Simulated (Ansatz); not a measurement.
Consider the following.

KZnF3:
```yaml
crystal:
  lattice:
    - [3.97331, 0.00000, 0.00000]
    - [0.00000, 3.97331, 0.00000]
    - [0.00000, 0.00000, 3.97331]
  atoms:
    - { symbol: K, position: [0.00000, 0.00000, 0.00000] }
    - { symbol: Zn, position: [0.50000, 0.50000, 0.50000] }
    - { symbol: F, position: [0.50000, 0.50000, 0.00000] }
    - { symbol: F, position: [0.00000, 0.50000, 0.50000] }
    - { symbol: F, position: [0.50000, 0.00000, 0.50000] }
```

This is the LDA-relaxed structure.

**Question.** All from plane-wave PAW LDA (Ansatz code), unless another level is named. Estimate the highest zone-centre frequency (without LO–TO term).

**Answer.** 457 cm⁻¹.

**Question.** Predict the Poisson's ratio.

**Answer.** 0.31.

**Question.** Give the zero-point energy.

**Answer.** 40.1 meV/atom.

Space group Pm-3m (cubic perovskite). Symmetry was held in the LDA relaxation; phonons on a q-mesh show no instability.

Potentials: the later of the program's two PAW sets.
